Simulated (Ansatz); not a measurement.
A geometry of ZrO2 away from equilibrium: step 2 of the relaxation of a relaxed ZrO2 cell, doubled along one cell vector, shaken by Gaussian noise of σ = 0.08 Å a coordinate. Computed with r2SCAN (plane waves to 500 eV, PAW, scalar-relativistic; Ansatz, a first-principles code). Γ-centred k-mesh 7×4×6 on the run's cell (coarser than for final values), Fermi–Dirac smearing 0.05 eV.

```xyz
6
Lattice="3.1761 -0.0013 0.0010 -0.0026 6.3168 0.0279 0.0013 0.0174 3.9460" Properties=species:S:1:pos:R:3:forces:R:3 pbc="T T T" free_energy=-10673.017 pressure_GPa=-0.3
O      1.5589     1.5737    -0.0939    0.2255   -0.1571    0.5480
O      1.5473     4.7056    -0.0935   -0.0239    0.1779    0.6452
O     -0.0248    -0.0546     1.9199   -0.3650   -0.2481   -0.4466
O      0.0223     3.1166     2.0005    0.2272   -0.2845   -0.4635
Zr     0.0796     0.0500    -0.0803    0.3022    0.3088   -0.1049
Zr    -0.0883     3.2118     0.0561   -0.3662    0.2026   -0.1796
```

Positions in Å, forces in eV/Å, free energy of the cell in eV (comparable only within this code, potentials and settings). Largest force: 0.67 eV/Å, on O2 (atoms numbered as listed); the geometry lies 0.35 eV/atom above the end of its relaxation.

No spin polarisation in the result.

The end of the path is a generated cell of ZrO2: the first start was made by a random draw of sites in a space group, and the end was not matched to a known phase here, so it may be hypothetical. Known forms of ZrO2 include space group No. 14, 137, 225.
